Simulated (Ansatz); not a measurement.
ZrSe₂:
```
CELL_PARAMETERS angstrom
      3.69371     0.00000     0.00000
     -1.84686     3.19885     0.00000
      0.00000     0.00000     5.94742
ATOMIC_POSITIONS crystal
  Zr 0.00000 0.00000 0.00000
  Se 0.33333 0.66667 0.26627
  Se 0.66667 0.33333 0.73373
```

Relaxed with LDA.

Map the electron localisation function on the plane through (0.000, 0.000, 0.000) spanned by u = [0, 0, 1] and v = [1, -1, 0] in lattice vectors, from DFT-LDA in the program Ansatz with PAW potentials.

x is the fraction of u, y of v (the angle between them is 90°; rows are the nearest grid lines); atoms in the plane: Zr at (0.00, 0.00), Se at (0.27, 0.33), Se at (0.73, 0.67).
```
y \ x   0.000  0.100  0.167  0.267  0.367  0.467  0.533  0.633  0.733  0.833  0.900   1.00
------  -----  -----  -----  -----  -----  -----  -----  -----  -----  -----  -----  -----
1.00    0.031  0.803  0.298  0.065  0.050  0.011  0.011  0.050  0.065  0.298  0.803  0.031
0.938   0.655  0.777  0.190  0.101  0.063  0.015  0.020  0.120  0.172  0.208  0.789  0.655
0.844   0.304  0.100  0.092  0.141  0.061  0.033  0.208  0.714  0.777  0.535  0.250  0.304
0.781   0.134  0.068  0.110  0.102  0.041  0.077  0.563  0.819  0.793  0.775  0.614  0.134
0.688   0.426  0.102  0.067  0.037  0.019  0.237  0.776  0.768  0.119  0.630  0.705  0.426
0.625   0.406  0.111  0.091  0.060  0.027  0.195  0.758  0.791  0.236  0.673  0.708  0.406
0.531   0.250  0.382  0.588  0.646  0.475  0.079  0.297  0.774  0.784  0.745  0.650  0.250
0.469   0.250  0.650  0.745  0.784  0.774  0.297  0.079  0.475  0.646  0.588  0.382  0.250
0.375   0.406  0.708  0.673  0.236  0.791  0.758  0.195  0.027  0.060  0.091  0.111  0.406
0.312   0.426  0.705  0.630  0.119  0.768  0.776  0.237  0.019  0.037  0.067  0.102  0.426
0.219   0.134  0.614  0.775  0.793  0.819  0.563  0.077  0.041  0.102  0.110  0.068  0.134
0.156   0.304  0.250  0.535  0.777  0.714  0.208  0.033  0.061  0.141  0.092  0.100  0.304
0.0625  0.655  0.789  0.208  0.172  0.120  0.020  0.015  0.063  0.101  0.190  0.777  0.655
0.000   0.031  0.803  0.298  0.065  0.050  0.011  0.011  0.050  0.065  0.298  0.803  0.031
```

The density is the valence pseudo-density with augmentation charge, so density and ELF within about 1 Å of a nucleus are not all-electron values.

Space group P-3m1 (CdI2 type). The cell was relaxed with LDA under the symmetry of its start. The run is not spin-polarised. A crystal of weakly bound layers computed without a dispersion correction: the cell and the soft elastic constants depend strongly on that.

Potentials: the later of the program's two PAW sets.
